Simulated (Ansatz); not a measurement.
Here is the system:

Starting cell, GaAs (zinc blende):

```
GaAs
1.0
    0.00000     5.74558     5.74558
    2.87279     0.00000     2.87279
    2.87279     2.87279     0.00000
As Ga
2 2
Direct
  0.37500   0.75000   0.75000
  0.87500   0.75000   0.75000
  0.00000   0.00000   0.00000
  0.50000   0.00000   0.00000
```

The atoms are displaced by Q × the pattern below (from a DFPT mode at L = (0.5, 0.0, 0.0), largest move 1; Q in Å), at fixed cell. It is one choice among 2 degenerate patterns. (q is in reciprocal vectors of the primitive cell; the cell shown is doubled to hold the pattern.)

| atom | x | y | z |
|---|---|---|---|
| As1 | -0.267 | 0.486 | -0.753 |
| As2 | 0.267 | -0.486 | 0.753 |
| Ga3 | 0.285 | -0.520 | 0.805 |
| Ga4 | -0.285 | 0.520 | -0.805 |

The numbers are results of PBE (plane waves to 420 eV, PAW, scalar-relativistic; Ansatz, a program for electronic structure), not measurements. k mesh 5×10×10 (Γ-centred), Fermi-Dirac smearing 0.05 eV. The energy includes the smearing's −TS. GaAs was relaxed with its symmetry unable to fall. ΔE is measured from the undisplaced structure.

The scan covers Q from -0.180 to 0.180 Å in 13 points.

Problem. Is this a single well or a double well?

Solution. A single well with its minimum at or next to zero displacement.

Problem. Which space group does the distorted structure have?

Solution. P1 (No. 1), lowered from F-43m.

Problem. What is the energy change at Q = 0.180 Å?

Solution. 59.0 meV/cell.

Problem. What harmonic wavenumber does the curvature at Q = 0 give?

Solution. 60 cm⁻¹.

(A displaced cell: forces are minus the slopes of the energy, force constants its curvatures, and phonons follow from these.)
